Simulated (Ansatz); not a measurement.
Geometry optimisation in Ansatz: input, command and trajectory.

```yaml
crystal:
  lattice:
    - [-1.8605126203, 1.8605126203, 4.6430384424]
    - [1.8605126203, -1.8605126203, 4.6430384424]
    - [1.8605126203, 1.8605126203, -4.6430384424]
  atoms:
    - { symbol: Ti, position: [0.0, 0.0, 0.0] }
    - { symbol: Ti, position: [0.75, 0.25, 0.5] }
    - { symbol: O, position: [0.2098898594, 0.2098898594, 0.0] }
    - { symbol: O, position: [0.9598898594, 0.4598898594, 0.5] }
    - { symbol: O, position: [0.5401101406, 0.0401101406, 0.5] }
    - { symbol: O, position: [0.7901101406, 0.7901101406, 0.0] }
basis:
  ecutwfc: 500
kpoints:
  mp_grid: { grid: [8, 8, 8] }
hamiltonian:
  xc: r2scan
scf:
  occupations: { method: gaussian, width: 0.02 }
output:
  forces: true
  stress: true
  eigenvalues: true
  write_density: true
  write_potential: true
  elf: true
  volumetric_format: npy
relax:
  adjacent_minimum: "off"
  f_tol: 0.01
  max_steps: 30
  cell: { stress_tol: 0.1, fix: [volume] }
```

```bash
ansatz run input.yaml --threads 2 --pin off --max-ram 5120MiB --backend cpu --events-out ev --progress --plain --runs-dir out
```

These are results of DFT r2SCAN, scalar-relativistic, plane waves, PAW in Ansatz 0.2.0, not measurements.

The volume is held at 0.94 times that of the relaxed cell.

Of 4 frames 3 are shown, positions in Å and forces in eV/Å; the SCF threshold varies from step to step. Steps run on the plane waves of an earlier cell, with a Pulay correction in the pressure. The basis is chosen afresh for the last frame, the zero of the energies, and at times for earlier ones too; energy and pressure step there, also at an unchanged geometry.

```xyz
6
Lattice="-1.8605 1.8605 4.6430 1.8605 -1.8605 4.6430 1.8605 1.8605 -4.6430" Properties=species:S:1:pos:R:3:forces:R:3 pbc="T T T" step=1 free_energy_over_end_meV_per_atom=1.92 pressure_GPa=14.50
Ti    0.0000    0.0000    0.0000    0.0000    0.0000    0.0000
Ti    0.0000    1.8605    2.3215    0.0000    0.0000    0.0000
O     0.0000    0.0000    1.9491    0.0000    0.0000    0.2055
O     0.0000    1.8605    4.2706    0.0000    0.0000    0.2055
O     0.0000    1.8605    0.3725    0.0000    0.0000   -0.2055
O     0.0000    0.0000    7.3370    0.0000    0.0000   -0.2055
6
Lattice="-1.8640 1.8640 4.6257 1.8640 -1.8640 4.6257 1.8640 1.8640 -4.6257" Properties=species:S:1:pos:R:3:forces:R:3 pbc="T T T" step=2 free_energy_over_end_meV_per_atom=0.80 pressure_GPa=13.82
Ti    0.0000    0.0000    0.0000    0.0000    0.0000    0.0000
Ti    0.0000    1.8640    2.3129    0.0000    0.0000    0.0000
O     0.0000    0.0000    1.9523    0.0000    0.0000    0.1042
O     0.0000    1.8640    4.2651    0.0000    0.0000    0.1042
O     0.0000    1.8640    0.3606    0.0000    0.0000   -0.1042
O     0.0000    0.0000    7.2992    0.0000    0.0000   -0.1042
6
Lattice="-1.8725 1.8725 4.5840 1.8725 -1.8725 4.5840 1.8725 1.8725 -4.5840" Properties=species:S:1:pos:R:3:forces:R:3 pbc="T T T" step=4 free_energy_over_end_meV_per_atom=0.00 pressure_GPa=12.61
Ti    0.0000    0.0000    0.0000    0.0000    0.0000    0.0000
Ti    0.0000    1.8725    2.2920    0.0000    0.0000    0.0000
O     0.0000    0.0000    1.9527    0.0000    0.0000   -0.0024
O     0.0000    1.8725    4.2447    0.0000    0.0000   -0.0024
O     0.0000    1.8725    0.3393    0.0000    0.0000    0.0024
O     0.0000    0.0000    7.2152    0.0000    0.0000    0.0024
```

It took 17 s on 2 threads of AMD EPYC 9R45 96-Core Processor (Zen 5), on a shared host, peak memory 0.76 GiB.